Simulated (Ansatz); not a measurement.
V (bcc (W type)), relaxed and computed with several functionals in Ansatz (plane waves, PAW).

| functional | a (Å) | B₀ by P(V) fit (GPa) |
|---|---|---|
| LDA | 2.926 | 210 |
| PBE | 2.997 | 182 |
| r²SCAN | 2.984 | 192 |
| PBEsol | ? | ? |

Q: What belongs in the gaps?

A: 
- PBEsol, a (Å): 2.958
- PBEsol, B₀ by P(V) fit (GPa): 197

All cells were relaxed under the symmetry of their starts (and spin orders); stability against distortions was not tested throughout. Named crystals with no word on spin ran without spin polarisation.

Potentials: the earlier of the program's two PAW sets. The files were generated under PBE; for other functionals the program regenerates the frozen cores, and for LDA and PBEsol the local potential too.

Ansatz (a quantum-chemistry and plane-wave program) is a plane-wave DFT program.
